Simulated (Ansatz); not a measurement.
An elastic constant from a strain scan in Ta₃Ru

Theory: DFT PBEsol, scalar-relativistic, plane waves, PAW (Ansatz). The runs took a 420 eV cutoff, a Γ-centred 18×18×6 mesh and Gaussian smearing (0.15 eV). Spin–orbit coupling is left out, which can shift energies with elements as heavy as these. No spin polarisation. Energies are free energies at this smearing, counted from the undisturbed cell; pressure is positive in compression.

Zero of the scan (relaxed at this level; with this scan's settings it stands at 0.1 GPa; it needn't be the usual structure):

```yaml
crystal:
  lattice:
    - [1.63462, -2.31805, 0.00000]
    - [1.63462, 2.31805, 0.00000]
    - [0.00000, 0.00000, 8.74577]
  atoms:
    - { symbol: Ta, position: [0.50000, 0.50000, 0.76355] }
    - { symbol: Ta, position: [0.00000, 0.00000, 0.50000] }
    - { symbol: Ta, position: [0.50000, 0.50000, 0.23645] }
    - { symbol: Ru, position: [0.00000, 0.00000, 0.00000] }
```

The cell is strained by ε times the Voigt pattern (1, 1, 0, 0, 0, 0) (xx, yy, zz, yz, xz, xy; engineering shear) with fractional coordinates fixed. The cell holds 4 atoms in V0 = 66.28 Å³. The stress column is τ = (1/V0) dE/dε, got from the stress tensor σ (compression positive) at each point as −det(1 + εP) σ : P(1 + εP)⁻¹, with P the pattern as a tensor.

```
      ε  ΔE (meV/atom)  τ (GPa)
-0.0200         21.825  -21.457
-0.0100          5.405  -10.425
 0.0000          0.000   -0.159
 0.0050          1.179    4.686
 0.0150         10.812   13.821
 0.0200              ?        ?
```

Question: Which combination of elastic constants does this scan measure, and how large is it?

Answer: For small ε, τ = τ0 + Kε with K = pᵀCp, which for this pattern is C11 + C22 + 2 C12 in the Cartesian frame shown. The parabola through τ at ε = -0.0100, 0 and 0.0050 has slope K = 988 GPa at zero. The energies per cell, E = NΔE, of the same two points give K = 2[E(ε₊)/ε₊ − E(ε₋)/ε₋]/[(ε₊ − ε₋)V0] = 1001 GPa, in agreement. These are clamped-ion values.

Question: Predict the withheld row at ε = 0.0200 from the harmonic law, and compare.

Answer: ΔE = V0(τ0 ε + Kε²/2)/N = 20.111 meV/atom and τ = 19.61 GPa. The calculation gives 19.079 meV/atom and 18.12 GPa: the energy lies 5 % below the harmonic value, as bonds soften when stretched.

Forces appear on the atoms along this scan, and letting them relax would lower the energy and soften the response. In a metal these slopes depend on the k mesh and the smearing.

Cost: 6 runs of about 3.6 core-minutes in all, on Intel Xeon Platinum 8488C (Sapphire Rapids) (shared hosts).